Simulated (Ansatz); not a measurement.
Relaxed-ion elastic tensor of Bi in space group P4/nmm (No. 129; Bi on 2c) in GPa (Voigt order), PBEsol in the plane-wave PAW code Ansatz; density 10.45 g/cm³, 33.20 Å³ per atom.

```
45.9  32.9  37.7   0.0   0.0   0.0
32.9  45.9  37.7   0.0   0.0   0.0
37.7  37.7   111   0.0   0.0   0.0
 0.0   0.0   0.0   5.3   0.0   0.0
 0.0   0.0   0.0   0.0   5.3   0.0
 0.0   0.0   0.0   0.0   0.0  57.8
```

Is the crystal mechanically stable?

Yes: the smallest eigenvalue of C is 5.3 GPa.

Work out the Voigt, Reuss and Hill averages.

K_V = 46.6, K_R = 39.4, K_H = 43.0; G_V = 20.0, G_R = 8.4, G_H = 14.2 GPa.

Give Young's modulus, Poisson's ratio, Pugh's ratio and the universal anisotropy index.

E = 9KG/(3K + G) = 38.3 GPa; ν = 0.35; K/G = 3.03 (ductile by the Pugh limit of 1.75); A_U = 5G_V/G_R + K_V/K_R − 6 = 7.09.

Estimate the sound speeds and the Debye temperature.

v_l = √((K + 4G/3)/ρ) = 2430 m/s, v_t = √(G/ρ) = 1160 m/s, mean 1310 m/s; Θ = (h/k)(3n/4πV)^(1/3) v_m = 121 K.

Solve the Christoffel equation for the three sound speeds along x, y, z.

Eigenvalues of C_ijkl n_j n_l equal ρv². In km/s, slowest first: x 0.71, 2.10, 2.35; y 0.71, 2.10, 2.35; z 0.71, 0.71, 3.26.

How much does each axis shrink under pressure?

Linear compressibilities β_i = Σ_j S_ij (j = 1 to 3): x 12, y 12, z 0.57 per TPa.

The first step of the workflow began from a Materials Project structure, measured or hypothetical; the Crystallography Open Database copy checked does not list it. It is not the phase usual at ambient conditions (space group No. 166). Symmetry was held in the PBEsol relaxation; its stability against distortions is not shown here. As this level gives no gap, shear constants depend on the k-mesh and smearing (Fermi–Dirac, 0.1 eV here). Scalar-relativistic: spin–orbit coupling is off unless named, which matters more the heavier the elements.

Potentials: the earlier of the program's two PAW sets. The files were generated under PBE; for other functionals the program regenerates the frozen cores, and for LDA and PBEsol the local potential too.
